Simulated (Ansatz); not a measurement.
## Ba$_{3}$PbO (Pm-3m), an elastic constant from a strain scan

Computed with DFT r2SCAN, scalar-relativistic, plane waves, PAW (Ansatz 0.2.0). Settings: plane waves to 500 eV, k-mesh 10×10×10 (Γ-centred), Gaussian smearing 0.15 eV. Spin–orbit coupling is left out, which matters for the heavy elements here. No spin polarisation. Energies are free energies at this smearing, counted from the undisturbed cell; pressure is positive in compression.

Reference structure (as given, not relaxed at this level; it stands at 0.7 GPa, and it needn't be the usual structure):

```xyz
5
Lattice="5.4590 0.0000 0.0000 0.0000 5.4590 0.0000 0.0000 0.0000 5.4590" Properties=species:S:1:pos:R:3 pbc="T T T"
Ba    0.0000    2.7295    2.7295
Ba    2.7295    0.0000    2.7295
Ba    2.7295    2.7295    0.0000
Pb    0.0000    0.0000    0.0000
O     2.7295    2.7295    2.7295
```

The cell is strained by ε times the Voigt pattern (0, 0, 1, 0, 0, 0) (xx, yy, zz, yz, xz, xy; engineering shear) with fractional coordinates fixed. The cell holds 5 atoms in V0 = 162.68 Å³. The stress column is τ = (1/V0) dE/dε, got from the stress tensor σ (compression positive) at each point as −det(1 + εP) σ : P(1 + εP)⁻¹, with P the pattern as a tensor.

| ε | ΔE (meV/atom) | τ (GPa) |
| --- | --- | --- |
| -0.0600 | 41.697 | -6.667 |
| -0.0450 | 24.163 | -4.881 |
| -0.0300 | 11.752 | -3.299 |
| 0.0000 | 0.000 | -0.668 |
| 0.0150 | -0.347 | 0.417 |
| 0.0450 | 7.876 | 2.202 |
| 0.0600 | ? | ? |

Q: Which combination of elastic constants does this scan measure, and how large is it?

A: For small ε, τ = τ0 + Kε with K = pᵀCp, which for this pattern is C11 in the cubic axes. The parabola through τ at ε = -0.0300, 0 and 0.0150 has slope K = 77 GPa at zero. The energies per cell, E = NΔE, of the same two points give K = 2[E(ε₊)/ε₊ − E(ε₋)/ε₋]/[(ε₊ − ε₋)V0] = 81 GPa, in agreement.

Q: Predict the withheld row at ε = 0.0600 from the harmonic law, and compare.

A: ΔE = V0(τ0 ε + Kε²/2)/N = 20.180 meV/atom and τ = 3.98 GPa. The calculation gives 15.715 meV/atom and 2.93 GPa: the energy lies 22 % below the harmonic value, as bonds soften when stretched.

No gap shows at this level, though a semilocal functional can close a small gap that the real compound has; without a gap these slopes depend on the k mesh and the smearing.